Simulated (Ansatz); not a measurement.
Name crystals whose computed values (the program Ansatz at the r²SCAN level (PAW)) fall in these windows: gap (eV) 1.4 to 1.9; B₀ by P(V) fit (GPa) 51 to 71; HSE06 gap (eV) 1.8 to 2.6.



```json
[
 {"crystal": "CdS, wurtzite", "gap (eV)": "1.63", "B₀ by P(V) fit (GPa)": "60.3", "HSE06 gap (eV)": "2.19"},
 {"crystal": "CdS, zinc blende", "gap (eV)": "1.54", "B₀ by P(V) fit (GPa)": "60.5", "HSE06 gap (eV)": "2.11"},
 {"crystal": "ZnSe, zinc blende", "gap (eV)": "1.87", "B₀ by P(V) fit (GPa)": "65.3", "HSE06 gap (eV)": "2.42"}
]
```
Others may fit too.

All cells were relaxed under the symmetry of their starts (and spin orders); stability against distortions was not tested throughout. Scalar-relativistic: spin–orbit coupling is off unless named, which matters more the heavier the elements.

Potentials: the later of the program's two PAW sets.
